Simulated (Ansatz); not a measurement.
# Trial structures of Cu₂H₃: starts and ends

Computed with Ansatz 0.2.0, DFT PBE, scalar-relativistic, plane waves, PAW. Settings: cutoff 420 eV, Γ-centred meshes spaced at most about 0.3 Å⁻¹, and about 0.25 Å⁻¹ or finer for metals (2π included), Gaussian smearing. No spin polarisation in the final relaxations.

Each guess was relaxed in cell and atoms at zero pressure, within the symmetry of its start. These are static total energies at zero pressure. Coordination counts H atoms around Cu (those within 1.25 times the shortest such distance or 1.15 times the sum of covalent radii; a plus sign parts nearer from farther groups; the shortest distance is added where it is long for a bond; a slash parts the counts of unlike sites).

| guess | made from | start group | V start (Å³/atom) | end group | V end (Å³/atom) | coordination at the end | gap on mesh (eV) | E over the lowest end (meV/atom) |
| --- | --- | --- | --- | --- | --- | --- | --- | --- |
| 1 | Ni3Se2 type | R32 | 8.6 | R32 | 7.6 | Cu 6 | 0 | 22 |
| 2 | Fe3Ge2 type | P-6m2 | 9.2 | P-6m2 | 8.8 | Cu 3/6 | 0 | 71 |
| 3 | Be3N2 type | P6_3/mmc | 7.9 | P6_3/mmc | 7.5 | Cu 3+2/6 | 0 | 0 |
| 4 | Zr3Cd2 type | Pmmm | 13.0 | ? | ? | ? | ? | ? |
| 5 | Tm3Ru2 type | P6_3/m | 11.4 | P6_3/m | 8.4 | Cu 3/6 | 0 | 25 |
| 6 | Cu3Te2 type | P4mm | 8.9 | P4mm | 7.7 | Cu 4/5 | 0 | 86 |
| 7 | random cell | P4/mmm | 11.9 | P4/mmm | 8.6 | Cu 2+2 | 0 | 88 |

Guess 4 as it starts:

Space group Pmmm (No. 47). a = 3.292 Å, b = 4.050 Å, c = 4.882 Å, α = 90.00°, β = 90.00°, γ = 90.00°
```tsv
atom	site	symmetry	x	y	z
Cu	1h	mmm	0.5000	0.5000	0.5000
Cu	1d	mmm	0.5000	0.0000	0.5000
H	1c	mmm	0.0000	0.0000	0.5000
H	1b	mmm	0.5000	0.0000	0.0000
H	1a	mmm	0.0000	0.0000	0.0000
```

Question: Fill in the missing row: what does this guess relax into, and where does it rank?

Answer: It ends in space group Pmmm (No. 47), with a = 2.758 Å, b = 4.829 Å, c = 5.265 Å, 14.0 Å³/atom and no gap. It lies 0.61 eV/atom over the lowest end, above guess 7 and so the highest of the set. Counting H atoms around Cu, this end has Cu 2/4 from 2.8 Å and the lowest (guess 3) has Cu 3+2/6.

```yaml
crystal:
  lattice:
    - [2.75806, 0.00000, 0.00000]
    - [0.00000, 4.82878, 0.00000]
    - [0.00000, 0.00000, 5.26528]
  atoms:
    - { symbol: Cu, position: [0.50000, 0.50000, 0.50000] }
    - { symbol: Cu, position: [0.50000, 0.00000, 0.50000] }
    - { symbol: H, position: [0.00000, 0.00000, 0.50000] }
    - { symbol: H, position: [0.50000, 0.00000, 0.00000] }
    - { symbol: H, position: [0.00000, 0.00000, 0.00000] }
```

Energies over the elements count from the elements' standard structures at the same level (H₂ as a molecule), with no fitted energy shifts.

Question: Is the lowest end bound against the elements?

Answer: No: its formation energy is +0.30 eV/atom. A positive value: parting into the elements would lower its energy.

For metals, differences of a few meV/atom aren't resolved. Weakly bound directions are ill-defined at this level, which has no dispersion term (Pmmm), and this can change margins and order among such cells. A magnetic state wasn't ruled out in cells without spin, among them R32, P-6m2, P4mm, P4/mmm, Pmmm. With hydrogen, zero-point motion can shift formation energies by some tens of meV/atom. Cells relaxed within their symmetry can be saddle points. A lower structure may well exist outside this small set. Some structure types and database cells were kept out of the candidates from the start, so a known form may be missing.
